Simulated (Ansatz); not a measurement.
A generated cell, not matched to a known phase here, of TePd: F-43m (No. 216), cF8, zinc blende type; a = b = c = 5.9983 Å, α = β = γ = 90.00°; Te 4c (0.250, 0.250, 0.250); Pd 4a (0.000, 0.000, 0.000). The numbers are results of r2SCAN (plane waves to 500 eV, PAW, scalar-relativistic; Ansatz, a program for electronic structure), not measurements. Element references, the lowest calculated here: Te (P3₁21), Pd (Fm-3m).

Estimate the formation energy of this F-43m form of TePd from the elements that r2SCAN returns for this input.

-0.17 eV/atom.

A lower structure of this composition may exist.

Static energies, no anion corrections, no zero-point energy. Values are rounded to 0.01 eV/atom. Not shown to be the ambient phase of their composition (a lower form may be missing, and a cell relaxed within its start's symmetry can be a saddle point): TePd (F-43m). Spin-orbit coupling is missing from these energies, which matters for elements this heavy. The compounds carry no spin polarisation.
